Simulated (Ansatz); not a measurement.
**Elastic constants of WS2: input and output**

Theory: Ansatz, DFT PBE, scalar-relativistic, plane waves, PAW.

Launched with:
```bash
ansatz run input.yaml --threads 2 --pin off --max-ram 6144MiB --backend cpu --events-out ev --progress --plain --runs-dir out
```

Input (bare energies are in eV):
```yaml
crystal:
  lattice:
    - [3.1877212961, 0.0, 0.0]
    - [-1.593860648, 2.7606476226, 0.0]
    - [0.0, 0.0, 14.8563299668]
  atoms:
    - { symbol: W, position: [0.3333333333, 0.6666666667, 0.25] }
    - { symbol: W, position: [0.6666666667, 0.3333333333, 0.75] }
    - { symbol: S, position: [0.3333333333, 0.6666666667, 0.6442469363] }
    - { symbol: S, position: [0.6666666667, 0.3333333333, 0.1442469363] }
    - { symbol: S, position: [0.3333333333, 0.6666666667, 0.8557530637] }
    - { symbol: S, position: [0.6666666667, 0.3333333333, 0.3557530637] }
basis:
  ecutwfc: 420
kpoints:
  mp_grid: { grid: [12, 12, 2] }
hamiltonian:
  xc: pbe
scf:
  occupations: { method: fixed }
output:
  forces: true
  stress: true
  eigenvalues: true
elastic:
  mode: relaxed_ion
  stencil: two_point
```

From the output:
```
--- Elastic constants: 3 strain directions × 2 members + reference (group order 24) ---
  dense FFT box of the reference and of every strained cell: 24×24×100
  strains applied: 11, 33, 23; error gains: componentwise 1.00 (the most a stress slope's error grows in a printed constant), spectral 1.41 (1 for all six strains in a standard setting)
  C = ∂σ_k/∂η_j (tension-positive GPa; Voigt order 11 22 33 23 13 12):
       195.077     42.367      0.560      0.000      0.000     -0.000
        42.367    195.077      0.560      0.000      0.000      0.000
         0.566      0.566      1.682      0.000      0.000     -0.000
         0.000      0.000      0.000      0.349     -0.000      0.000
         0.000      0.000      0.000      0.000      0.349      0.000
        -0.000      0.000      0.000      0.000      0.000     76.355
  reference stress σ⁰ (GPa):     -0.001     -0.001     -0.005     -0.000     -0.000     -0.000
  C* (energy form; C + prestress term) asymmetry max|C*_kj − C*_jk| = 2.028e-3 GPa — a small one proves nothing (zero by symmetry where the batch's group is 432, −43m or m−3m); a large one is finite-difference/SCF noise where every solve ...
  moduli (Voigt/Reuss/Hill, GPa): K = 53.20/1.67/27.44   G = 38.63/0.76/19.70   E = 47.68   ν = 0.210
  mechanically stable: yes (min eigenvalue of sym C = 0.35 GPa)
  strain η (Voigt 11):  stress-route row diagonal C_11 = 195.08 GPa, energy-path curvature d²(F+E_count+ΔE)/dδ²/Ω₀ = 195.09 GPa
         δ    σ_11 (GPa) F (eV) n_scf n_hpsi n_pw
    -2.000e-3      -0.3942      -24382.8826303      10   50541   2585   relax 5 steps, max|allowed force component| 1.58e-6 eV/Å
     2.000e-3       0.3861      -24382.8826382      10   51828   2609   relax 3 steps, max|allowed force component| 3.48e-5 eV/Å
  strain η (Voigt 33):  stress-route row diagonal C_33 = 1.68 GPa, energy-path curvature d²(F+E_count+ΔE)/dδ²/Ω₀ = 1.70 GPa
         δ    σ_33 (GPa) F (eV) n_scf n_hpsi n_pw
    -2.000e-3      -0.0081      -24382.8829415      10   22338   2581   relax 4 steps, max|allowed force component| 4.37e-5 eV/Å
     2.000e-3      -0.0013      -24382.8829556      10   21785   2593   relax 3 steps, max|allowed force component| 1.02e-6 eV/Å
  strain η (Voigt 23):  stress-route row diagonal C_44 = 0.35 GPa, energy-path curvature d²(F+E_count+ΔE)/dδ²/Ω₀ = 0.36 GPa
         δ    σ_23 (GPa) F (eV) n_scf n_hpsi n_pw
    -2.000e-3      -0.0007      -24382.8829516      10   50091   2589   relax 4 steps, max|allowed force component| 8.87e-6 eV/Å
     2.000e-3       0.0007      -24382.8829516      10   50013   2589   relax 4 steps, max|allowed force component| 7.70e-6 eV/Å
```

It took 2 min on 2 threads of Intel(R) Xeon(R) 6975P-C (Granite Rapids), with other jobs on the host, peak memory 0.69 GiB.

The crystal is built of layers and no dispersion correction was added, so the binding between them is poorly described, and with it their spacing and whatever depends on it. Spin–orbit coupling is left out, which can shift energies with elements as heavy as these.